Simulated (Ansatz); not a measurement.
**RbPrSn: rattling a relaxed structure**

The structure comes from a generated guess, relaxed at this level; another structure or a mixture of phases may lie lower.

All numbers below come from DFT PBE, scalar-relativistic, plane waves, PAW, and for the lanthanide a 4f-in-core norm-conserving potential (Ansatz 0.2.0). Cutoff 660 eV; k points 8×8×4 on the computed 6-atom cell (Γ-centred); Gaussian smearing, width 0.10 eV; no spin polarisation.

The cell below (6 atoms, space group P4/nmm (No. 129)) is relaxed within its symmetry.

```
CELL_PARAMETERS angstrom
4.76698 0.00000 0.00000
0.00000 4.76698 0.00000
0.00000 0.00000 9.80245
ATOMIC_POSITIONS crystal
Rb 0.00000 0.00000 0.00000
Rb 0.50000 0.50000 0.00000
Pr 0.50000 0.00000 0.62226
Pr 0.00000 0.50000 0.37774
Sn 0.50000 0.00000 0.30035
Sn 0.00000 0.50000 0.69965
```

For the test a repeat of it with 12 atoms (edges 4.77, 4.77, 19.60 Å) was strained at random (σ = 1.5 % a component), the atoms were moved at random (σ = 0.05 Å), and all was relaxed again on a coarse 4×4×1 mesh (in the run’s order of axes) with 0.20 eV smearing, with no symmetry imposed.

Task: What happens?

Result: It returns, within 1 meV/atom of the unmoved cell on that mesh and with the same symmetry when read at 0.1 Å (P1 at 0.01 Å, so small strains and shifts remain). So it is stable against the distortions that fit this cell and that this random move excites. Modes that don't fit the cell aren't tested.

The lanthanide is trivalent by construction, without f bands, f moments or other valences.
